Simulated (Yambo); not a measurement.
G0W0@PBEsol for MgO (rock salt, space group Fm-3m, No. 225) in Yambo (6×6×6 mesh, 14 Ry block, plasmon pole, screening fixed), without a terminator:

```tsv
bands N in G	gap Γ → Γ (eV)	shift of the valence edge (eV)
25	6.863	-0.793
45	7.011	-1.153
71	7.093	-1.315
```

Q: Extrapolate both columns to infinite N with E(N) = E∞ + A/N, test the form, and compare with the terminator.

A: From two points, E∞ = (N2 E2 − N1 E1)/(N2 − N1). The two largest N give 7.23 eV for the gap and -1.60 eV for the shift; the two smallest give 7.20 eV and -1.60 eV. For the gap the slopes A are -8.3 and -10 eV: the form isn't reached, and its limit is uncertain. For the shift the slopes A are 20 and 20 eV: the 1/N form holds. With the Bruneval-Gonze terminator and 71 bands the run gives 7.20 eV and -1.51 eV, 0.03 eV and 0.08 eV from the extrapolated values: the terminator too is an estimate of the remainder. Block, mesh and the bands in W are held fixed.

Geometry relaxed with PBEsol; primitive cell a = b = c = 2.979 Å, α = β = γ = 60.00°.

A shift is the quasiparticle energy of the state minus its PBEsol energy.
